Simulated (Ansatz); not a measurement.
NaCl:
```yaml
crystal:
  lattice:
    - [3.36889, 0.00000, 0.00000]
    - [0.00000, 3.36889, 0.00000]
    - [0.00000, 0.00000, 3.36889]
  atoms:
    - { symbol: Na, position: [0.00000, 0.00000, 0.00000] }
    - { symbol: Cl, position: [0.50000, 0.50000, 0.50000] }
```

Relaxed with LDA. Special points in fractions of this cell's reciprocal vectors: Γ (0.000, 0.000, 0.000); X (0.000, 0.500, 0.000); M (0.500, 0.500, 0.000); R (0.500, 0.500, 0.500).

List the band energies nearest the valence-band maximum at these points for plane-wave PAW LDA (Ansatz code).

In eV from the valence-band maximum; about four levels below and three above (degenerate sets whole), none deeper than 8.9 eV; points with the same levels are listed once.

| k | below | above |
|---|---|---|
| Γ | -0.61 -0.61 -0.61 | 4.01 8.06 8.06 |
| X | -3.61 -0.33 -0.33 | 6.91 9.06 10.10 |
| M | -2.78 -2.78 0.00 | 5.13 9.76 11.42 11.42 |
| R | -2.29 -2.29 -2.29 | 6.72 6.72 6.72 |

Space group Pm-3m (CsCl type). This is a known high-pressure phase of the composition, computed here at zero pressure and temperature. The LDA relaxation kept the symmetry of its start. At this level the phase is dynamically unstable (imaginary phonons).

Potentials: the earlier of the program's two PAW sets.
